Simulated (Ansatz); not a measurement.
Input, command and steps of an Ansatz relaxation.

```yaml
crystal:
  lattice:
    - [6.6770070196, 0.0, 0.0]
    - [-3.3385035098, 5.7824577003, 0.0]
    - [0.0, 0.0, 3.9699201959]
  atoms:
    - { symbol: Zr, position: [0.4174684308, 0.4174684308, 0.5] }
    - { symbol: Zr, position: [0.5825315692, 0.0, 0.5] }
    - { symbol: Zr, position: [0.0, 0.5825315692, 0.5] }
    - { symbol: As, position: [0.0, 0.0, 0.5] }
    - { symbol: As, position: [0.6666666667, 0.3333333333, 0.0] }
    - { symbol: As, position: [0.3333333333, 0.6666666667, 0.0] }
    - { symbol: Ru, position: [0.0, 0.2430687088, 0.0] }
    - { symbol: Ru, position: [0.2430687088, 0.0, 0.0] }
    - { symbol: Ru, position: [0.7569312912, 0.7569312912, 0.0] }
basis:
  ecutwfc: 420
kpoints:
  mp_grid: { grid: [6, 6, 10] }
hamiltonian:
  xc: pbesol
scf:
  occupations: { method: gaussian, width: 0.1 }
output:
  forces: true
  stress: true
  eigenvalues: true
relax:
  adjacent_minimum: "off"
  f_tol: 0.01
  max_steps: 30
  cell: { stress_tol: 0.1, fix: [volume] }
```

```bash
ansatz run input.yaml --threads 2 --pin off --max-ram 5120MiB --backend cpu --events-out ev --progress --plain --runs-dir out
```

All numbers below come from Ansatz, DFT PBEsol, scalar-relativistic, plane waves, PAW.

The volume is held at 1.06 times that of the relaxed cell.

Of 4 frames 3 are shown, positions in Å and forces in eV/Å; the SCF threshold varies from step to step. Steps run on the plane waves of an earlier cell, with a Pulay correction in the pressure. The basis is chosen afresh for the last frame, the zero of the energies, and at times for earlier ones too; energy and pressure can step there, also at an unchanged geometry. Where two frames share a geometry here, they differ by under 2 meV/atom and 0.3 GPa. The mark taken_back stands on steps that the optimiser undid.

```xyz
9
Lattice="6.6770 0.0000 0.0000 -3.3385 5.7825 0.0000 0.0000 0.0000 3.9699" Properties=species:S:1:pos:R:3:forces:R:3 pbc="T T T" step=1 free_energy_over_end_meV_per_atom=0.03 pressure_GPa=-10.53
Zr    1.3937    2.4140    1.9850   -0.0102   -0.0176    0.0000
Zr    3.8896    0.0000    1.9850    0.0204    0.0000    0.0000
Zr   -1.9448    3.3685    1.9850   -0.0102    0.0176    0.0000
As    0.0000    0.0000    1.9850    0.0000    0.0000    0.0000
As    3.3385    1.9275    0.0000    0.0000    0.0000    0.0000
As    0.0000    3.8550    0.0000    0.0000    0.0000    0.0000
Ru   -0.8115    1.4055    0.0000    0.0243   -0.0420    0.0000
Ru    1.6230    0.0000    0.0000   -0.0485    0.0000    0.0000
Ru    2.5270    4.3769    0.0000    0.0243    0.0420    0.0000
9
Lattice="6.6727 0.0000 0.0000 -3.3363 5.7787 0.0000 0.0000 0.0000 3.9751" Properties=species:S:1:pos:R:3:forces:R:3 pbc="T T T" step=2 free_energy_over_end_meV_per_atom=0.04 pressure_GPa=-10.49 taken_back
Zr    1.3902    2.4079    1.9875    0.0137    0.0237    0.0000
Zr    3.8923    0.0000    1.9875   -0.0274    0.0000    0.0000
Zr   -1.9462    3.3709    1.9875    0.0137   -0.0237    0.0000
As    0.0000    0.0000    1.9875    0.0000    0.0000    0.0000
As    3.3363    1.9262    0.0000    0.0000    0.0000    0.0000
As    0.0000    3.8525    0.0000    0.0000    0.0000    0.0000
Ru   -0.8086    1.4006    0.0000   -0.0180    0.0312    0.0000
Ru    1.6173    0.0000    0.0000    0.0361    0.0000    0.0000
Ru    2.5277    4.3781    0.0000   -0.0180   -0.0312    0.0000
9
Lattice="6.6762 0.0000 0.0000 -3.3381 5.7818 0.0000 0.0000 0.0000 3.9708" Properties=species:S:1:pos:R:3:forces:R:3 pbc="T T T" step=4 free_energy_over_end_meV_per_atom=0.00 pressure_GPa=-10.51
Zr    1.3924    2.4118    1.9854   -0.0009   -0.0016    0.0000
Zr    3.8914    0.0000    1.9854    0.0019    0.0000    0.0000
Zr   -1.9457    3.3700    1.9854   -0.0009    0.0016    0.0000
As    0.0000    0.0000    1.9854    0.0000    0.0000    0.0000
As    3.3381    1.9273    0.0000    0.0000    0.0000    0.0000
As    0.0000    3.8545    0.0000    0.0000    0.0000    0.0000
Ru   -0.8101    1.4031    0.0000    0.0019   -0.0032    0.0000
Ru    1.6202    0.0000    0.0000   -0.0037    0.0000    0.0000
Ru    2.5280    4.3786    0.0000    0.0019    0.0032    0.0000
```

Time: 120 s on 2 threads of Arm Neoverse V2, with other jobs on the host, peak memory 0.7 GiB.